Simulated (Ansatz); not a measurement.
## What DFT gives for KRb₂P₆Pb

```yaml
crystal:
  lattice:
    - [0.00000, 5.01762, 5.01762]
    - [5.01762, 0.00000, 5.01762]
    - [5.01762, 5.01762, 0.00000]
  atoms:
    - { symbol: P, position: [0.76500, 0.23500, 0.23500] }
    - { symbol: P, position: [0.23500, 0.76500, 0.23500] }
    - { symbol: P, position: [0.23500, 0.76500, 0.76500] }
    - { symbol: P, position: [0.76500, 0.23500, 0.76500] }
    - { symbol: P, position: [0.23500, 0.23500, 0.76500] }
    - { symbol: P, position: [0.76500, 0.76500, 0.23500] }
    - { symbol: K, position: [0.50000, 0.50000, 0.50000] }
    - { symbol: Rb, position: [0.25000, 0.25000, 0.25000] }
    - { symbol: Rb, position: [0.75000, 0.75000, 0.75000] }
    - { symbol: Pb, position: [0.00000, 0.00000, 0.00000] }
```

Level: PBE, no spin polarisation; 420 eV; 6×6×6 Γ-centred mesh; fermi-dirac occupations (width 0.1 eV); Ansatz 0.2.0, fixed geometry.

**Stress.** The pressure is 13.2 GPa (compression positive), so with the atoms held at these fractions the cell would first expand; the forces are large, so a full relaxation may end otherwise.
**Forces.** The largest is on P3 (and as large on other atoms): 1.87 eV/Å, components (-1.87, 0.00, 0.00). It makes 180° with the line to a nearest neighbour, Pb10 at 2.36 Å, pointing away from it.
**Charges.** Bader charges in e: Rb +0.74, K +0.58, P -0.42, Pb +0.45. In the mean Rb gives up most and P takes most.
**Formation energy.** 1.22 eV an atom against the elements' usual phases (free molecules for gases, crystals otherwise, with no correction for O₂ or N₂), so at this geometry it isn't bound against them. Relaxing would lower it.
**Electronic structure.** It is a metal, with about 12 states/eV a cell as the mean within 0.25 eV of the Fermi level, mostly P p (94 %).

Origin: a known structure type with other elements, at an estimated volume, so it need not be a known compound. Caveats: many states at the Fermi level without spin polarisation, so a magnetic state may lie lower; atoms or cell far from equilibrium.
